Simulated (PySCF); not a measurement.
PySCF single point, B3LYP/def2-SVP, density fitting, C-PCM implicit acetonitrile (electrostatics alone), on carbon tetrabromide, CBr4 (SMILES BrC(Br)(Br)Br), charge 0, multiplicity 1.

```python
from pyscf import gto, scf, dft
mol = gto.M(atom='''
Br    -0.043632    -1.485940     1.333188
C      0.231514    -0.071888     0.034786
Br    -1.466034     0.395535    -0.781856
Br     1.466034    -0.682178    -1.333188
Br     0.974740     1.485940     0.922473
''', basis='def2-SVP', charge=0, spin=0, verbose=3)
mf = dft.RKS(mol, xc='B3LYP')
mf = mf.density_fit()
mf = mf.PCM()
mf.with_solvent.method = 'C-PCM'
mf.with_solvent.eps = 38.8
mf.max_cycle = 100
e = mf.kernel()
print('converged', mf.converged)
print('E_total', e)
print('nao', mol.nao)
print('HOMO', mf.mo_energy[mf.mo_occ > 0].max())
mf.dip_moment()
```

Output:

```

WARN: PCM is an experimental feature. It is still in testing.
Features and APIs may be changed in the future.

converged SCF energy = -10333.5200467949
converged True
E_total -10333.520046794862
nao 142
HOMO -0.28661184998257055
Dipole moment(X, Y, Z, Debye): -0.00439, -0.00390,  0.00351
```

The total energy is -281189.41 eV, -0.07 eV from the same level's vacuum run.
